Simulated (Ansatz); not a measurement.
## Calculated Zn-67 NMR of the central transition for TiZn₂O₄

Cell: a Materials Project structure (computed, not necessarily an observed phase), taken as it stands.

```
CELL_PARAMETERS angstrom
6.07598 0.00000 0.00000
0.00000 6.07598 0.00000
0.00000 0.00000 8.51564
ATOMIC_POSITIONS crystal
Ti 0.50000 0.23928 0.00000
Ti 0.76072 0.50000 0.25000
Ti 0.23928 0.50000 0.75000
Ti 0.50000 0.76072 0.50000
Zn 0.25276 0.25276 0.37500
Zn 0.74724 0.25276 0.62500
Zn 0.25276 0.74724 0.12500
Zn 0.74724 0.74724 0.87500
Zn 0.00000 0.24489 0.00000
Zn 0.75511 0.00000 0.25000
Zn 0.24489 0.00000 0.75000
Zn 0.00000 0.75511 0.50000
O 0.97386 0.73428 0.24933
O 0.26572 0.97386 0.49933
O 0.73428 0.02614 0.99933
O 0.97386 0.26572 0.25067
O 0.02614 0.73428 0.75067
O 0.02614 0.26572 0.74933
O 0.73428 0.97386 0.50067
O 0.26572 0.02614 0.00067
O 0.51422 0.26633 0.23197
O 0.73367 0.51422 0.48197
O 0.26633 0.48578 0.98197
O 0.51422 0.73367 0.26803
O 0.48578 0.26633 0.76803
O 0.48578 0.73367 0.73197
O 0.26633 0.51422 0.51803
O 0.73367 0.48578 0.01803
```

Atoms are numbered from 1 in the order listed; like atoms form one site, named after its first atom.

All values are calculated (Ansatz; DFT, PBE, plane waves and PAW, scalar-relativistic, 420 eV cutoff, Γ-centred 4×4×3 k-points, Fermi–Dirac smearing 0.02 eV), not measured.

Zn-67 has I = 5/2 and Q = 122.0 mb (Pyykkö 2018); at 7.05 T its Larmor frequency is ν₀ = 18.8 MHz. Only the quadrupole interaction is simulated: positions count from each site's isotropic chemical shift, and shift anisotropy, dipolar and J coupling are left out, though they dominate static lines narrower than about 10 kHz.

(1) Simulate the second-order pattern (static powder, Gaussian broadening 0.3 kHz) of site Zn5 (4 O at 2.00 Å).

## Answers

(1) The calculation gives C_Q = 1.74 MHz and η = 0.24, so ν_Q = 0.261 MHz and the centre of gravity lies at -52.3 ppm (-0.984 kHz).

| offset (kHz) | height |
| --- | --- |
| -4.385 | 0 |
| -4.208 | 3 |
| -4.031 | 19 |
| -3.855 | 42 |
| -3.678 | 52 |
| -3.501 | 56 |
| -3.324 | 59 |
| -3.148 | 63 |
| -2.971 | 68 |
| -2.794 | 76 |
| -2.617 | 91 |
| -2.440 | 100 |
| -2.264 | 88 |
| -2.087 | 74 |
| -1.910 | 67 |
| -1.733 | 63 |
| -1.557 | 60 |
| -1.380 | 57 |
| -1.203 | 56 |
| -1.026 | 55 |
| -0.850 | 54 |
| -0.673 | 53 |
| -0.496 | 53 |
| -0.319 | 53 |
| -0.142 | 52 |
| 0.034 | 47 |
| 0.211 | 43 |
| 0.388 | 44 |
| 0.565 | 46 |
| 0.741 | 49 |
| 0.918 | 53 |
| 1.095 | 60 |
| 1.272 | 74 |
| 1.448 | 94 |
| 1.625 | 89 |
| 1.802 | 65 |
| 1.979 | 45 |
| 2.156 | 19 |
| 2.332 | 3 |
| 2.509 | 0 |
